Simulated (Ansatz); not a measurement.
Ta, fcc: geometry optimisation

The calculation used DFT, LDA (PW92), plane waves (420 eV) with PAW, scalar-relativistic in Ansatz 0.2.0. (PAW data from PBE, frozen cores regenerated.)

k-point mesh 13×13×13, Fermi-Dirac smearing 0.1 eV, no spin polarisation. Cell and atoms relax.

Starting structure:

```xyz
1
Lattice="0.0000 2.0825 2.0825 2.0825 0.0000 2.0825 2.0825 2.0825 0.0000" Properties=species:S:1:pos:R:3 pbc="T T T"
Ta    0.0000    0.0000    0.0000
```

Task: What cell does the relaxation end in?

Result: Fm-3m with a = 4.141 Å; 17.76 Å³ per atom against 18.06 at the start (-1.7 %).

Task: How much energy does the relaxation gain?

Result: 3.4 meV per atom.

Path of the relaxation (the plane waves are chosen anew near the end, which can shift the energy a little):

```csv
step,E − E(final) (meV/atom),V (Å³/atom),P (GPa),max force (eV/Å)
0,3.41,18.063,-3.51,0.000
1,-0.05,17.779,-0.25,0.000
2,-0.08,17.758,0.00,0.000
3,0.00,17.758,-0.01,0.000
```
